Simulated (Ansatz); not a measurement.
Polymorphs of InSb, each relaxed with LDA (plane waves, PAW; program Ansatz):

A: wurtzite (P6_3mc)
a = b = 4.547 Å, c = 7.487 Å, α = β = 90.00°, γ = 120.00°

```tsv
atom	site	symmetry	x	y	z
In	2b	3m.	0.3333	0.6667	0.4880
Sb	2b	3m.	0.6667	0.3333	0.3620
```

B: rock salt (Fm-3m)
a = b = c = 5.9794 Å, α = β = γ = 90.00°

```
atom  site  symmetry       x       y       z
----  ----  --------  ------  ------  ------
In      4a      m-3m  0.0000  0.0000  0.0000
Sb      4b      m-3m  0.5000  0.5000  0.5000
```

Problem. Rank these by energy per atom at 0 K (lowest first), as LDA gives it.

Solution. A (+0 meV/atom), B (+69 meV/atom)

Not the usual ambient phase: A; B. All cells were relaxed under the symmetry of their starts (and spin orders); stability against distortions was not tested throughout. Scalar-relativistic: spin–orbit coupling is off unless named, which matters more the heavier the elements.

Energies hold the estimated change up to a 700 eV cutoff; steps of a few meV lie near the error of the meshes.

Potentials: the later of the program's two PAW sets.
